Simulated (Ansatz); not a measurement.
K4Br2O:
```cif
data_Br2K4O
_chemical_formula_sum 'K4 Br2 O1'
_space_group_name_H-M_alt 'P 1'
_space_group_IT_number 1
_cell_length_a 9.02670
_cell_length_b 9.02670
_cell_length_c 9.02670
_cell_angle_alpha 146.906
_cell_angle_beta 146.906
_cell_angle_gamma 47.503
loop_
_space_group_symop_operation_xyz
  'x, y, z'
loop_
_atom_site_label
_atom_site_type_symbol
_atom_site_fract_x
_atom_site_fract_y
_atom_site_fract_z
_atom_site_occupancy
K1 K 0.15439 0.15439 0.00000 1
K2 K 0.84561 0.84561 0.00000 1
K3 K 0.50000 0.00000 0.50000 1
K4 K 0.00000 0.50000 0.50000 1
Br1 Br 0.35594 0.35594 0.00000 1
Br2 Br 0.64406 0.64406 0.00000 1
O1 O 0.00000 0.00000 0.00000 1
```

Relaxed with r²SCAN. DFT-r²SCAN in the program Ansatz with PAW potentials gives a gap of 1.41 eV.

Question: What gap does HSE06 give on the same cell (Ansatz, PAW)?

Answer: 2.19 eV, 0.78 eV more. The hybrid was solved on a coarser mesh and at special points; its gap is the smallest among all of these.

| k | v1 r²SCAN | c1 r²SCAN | v1 HSE06 | c1 HSE06 |
|---|---|---|---|---|
| Γ | 0.00 | 1.41 | 0.00 | 2.19 |
| M | -0.01 | 2.09 | [?] | [?] |
| X | -0.69 | 3.75 | [?] | [?] |
| P | -0.70 | 3.83 | [?] | [?] |
| N | -0.11 | 3.22 | -0.12 | 4.07 |
| S0 | -0.11 | 3.29 | -0.11 | 4.14 |
| R | -0.69 | 3.77 | [?] | [?] |

Question: Top valence (v1) and lowest conduction level (c1) in eV from each method's valence maximum (which need not be a listed point): supply the withheld HSE06 values.

Answer: 
- P, v1 HSE06: -0.70
- P, c1 HSE06: 4.74
- M, v1 HSE06: -0.01
- M, c1 HSE06: 2.90
- X, v1 HSE06: -0.70
- X, c1 HSE06: 4.65
- R, v1 HSE06: -0.70
- R, c1 HSE06: 4.67

Cost on shared cores: the r²SCAN run (SCF on a 8×8×8 mesh, then bands and DOS) around 4 core-minutes (rough), the HSE06 run (SCF on 5×5×5, then a few points) around 19 core-minutes (rough); the tasks are unlike.

Space group I4/mmm. The first step of the workflow began from a Materials Project structure, measured or hypothetical; the Crystallography Open Database files this formula in space group No. 139, but the cells were not matched. Its standing as an ambient phase is unchecked. The r²SCAN relaxation kept the symmetry of its start; its stability against distortions is not shown here. Scalar-relativistic: spin–orbit coupling is off unless named, which matters more the heavier the elements.

Potentials: the later of the program's two PAW sets.
